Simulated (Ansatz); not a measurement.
Relaxation of a relaxed WC cell deformed by the Cartesian strain tensor (xx, yy, zz, yz, xz, xy) = (0.077, 0.063, -0.062, -0.006, -0.121, -0.004); 2 atoms in the cell, which starts as P1 (No. 1), aP2; a = 2.693 Å, b = 3.113 Å, c = 3.129 Å, α = 119.03°, β = 96.42°, γ = 97.50°. The numbers are results of PBE (plane waves to 420 eV, PAW, scalar-relativistic; Ansatz, a first-principles code), not measurements. Γ-centred k-mesh 9×9×9 on the run's cell (coarser than for final values), Fermi–Dirac smearing 0.05 eV. This is the first round of the run. 

The optimiser's lines from the output (shortened; P is positive under compression):

```
relax step   1: F+E_penalty+E_count = -10635.85127243 eV  Δ(F+E_penalty+E_count) = +0.000e0 eV  max|allowed force component| = 1.367e0 eV/Å  Δτ_max = 0.0000 Å  P = +4.895 GPa  Ω = 22.277 Å³  (7 SCF iters, dr2 threshold 1.00e-7 eV, accepted)
relax step   2: F+E_penalty+E_count = -10636.41059496 eV  Δ(F+E_penalty+E_count) = -5.593e-1 eV  max|allowed force component| = 4.484e-1 eV/Å  Δτ_max = 0.0153 Å  P = -3.132 GPa  Ω = 22.100 Å³  (6 SCF iters, dr2 threshold 2.00e-7 eV, accepted)
relax step   3: F+E_penalty+E_count = -10636.90239715 eV  Δ(F+E_penalty+E_count) = -4.918e-1 eV  max|allowed force component| = 2.310e-1 eV/Å  Δτ_max = 0.0042 Å  P = -0.704 GPa  Ω = 21.382 Å³  (6 SCF iters, dr2 threshold 2.00e-7 eV, accepted)
relax step   4: F+E_penalty+E_count = -10637.13943908 eV  Δ(F+E_penalty+E_count) = -2.370e-1 eV  max|allowed force component| = 6.659e-2 eV/Å  Δτ_max = 0.0137 Å  P = +3.584 GPa  Ω = 20.874 Å³  (6 SCF iters, dr2 threshold 2.00e-7 eV, accepted)
relax step   5: F+E_penalty+E_count = -10637.15074490 eV  Δ(F+E_penalty+E_count) = -1.131e-2 eV  max|allowed force component| = 1.346e-2 eV/Å  Δτ_max = 0.0054 Å  P = +0.618 GPa  Ω = 21.017 Å³  (6 SCF iters, dr2 threshold 2.00e-7 eV, accepted)
relax step   6: F+E_penalty+E_count = -10637.15118169 eV  Δ(F+E_penalty+E_count) = -4.368e-4 eV  max|allowed force component| = 6.170e-4 eV/Å  Δτ_max = 0.0003 Å  P = -0.011 GPa  Ω = 21.045 Å³  (6 SCF iters, dr2 threshold 2.00e-7 eV, accepted)
relax step   7: F+E_penalty+E_count = -10637.15118359 eV  Δ(F+E_penalty+E_count) = -1.896e-6 eV  max|allowed force component| = 6.785e-5 eV/Å  Δτ_max = 0.0000 Å  P = +0.000 GPa  Ω = 21.045 Å³  (6 SCF iters, dr2 threshold 1.33e-8 eV, accepted)
relax step   8: F+E_penalty+E_count = -10637.15797606 eV  Δ(F+E_penalty+E_count) = -6.792e-3 eV  max|allowed force component| = 4.997e-4 eV/Å  Δτ_max = 0.0000 Å  P = +0.291 GPa  Ω = 21.045 Å³  stress off target by 9.99e-1 GPa  SCF on the basis re-selected at this cell (its energy is not comparable with the rows above)  (6 SCF iters)
relax step   9: F+E_penalty+E_count = -10637.15804574 eV  Δ(F+E_penalty+E_count) = -6.968e-5 eV  max|allowed force component| = 6.102e-4 eV/Å  Δτ_max = 0.0002 Å  P = +0.004 GPa  Ω = 21.058 Å³  (6 SCF iters, dr2 threshold 2.00e-7 eV, accepted)
relax step  10: F+E_penalty+E_count = -10637.15804566 eV  Δ(F+E_penalty+E_count) = +7.516e-8 eV  max|allowed force component| = 3.329e-5 eV/Å  Δτ_max = 0.0000 Å  P = +0.000 GPa  Ω = 21.059 Å³  (7 SCF iters, dr2 threshold 2.51e-9 eV, accepted)
relax step  11: F+E_penalty+E_count = -10637.15807276 eV  Δ(F+E_penalty+E_count) = -2.710e-5 eV  max|allowed force component| = 2.471e-5 eV/Å  Δτ_max = 0.0000 Å  P = +0.001 GPa  Ω = 21.059 Å³  stress off target by 2.90e-3 GPa  SCF on the basis re-selected at this cell (its energy is not comparable with the rows above)  (9 SCF iters)
```

From the first to the last row the energy changes by -0.65 eV/atom and the volume by -5.5 %. The last row is marked as not comparable with the walk above it, whose basis was carried along; it does compare with step 1, since both stand on a basis selected at the nominal cutoff for their own cell.

Later rounds, restarted from the end of this one on a renewed k-mesh, logged 8 more steps and released under 0.01 eV/atom more. The final structure after all rounds: P-6m2 (No. 187), hP2, AFLOW prototype AB_hP2_187_d_a (B_h, as in WC); a = 2.922 Å, b = 2.922 Å, c = 2.847 Å, α = 90.00°, β = 90.00°, γ = 120.00°. Between re-selections the logged energies stand on a plane-wave basis carried along with the cell. No spin polarisation in the result.
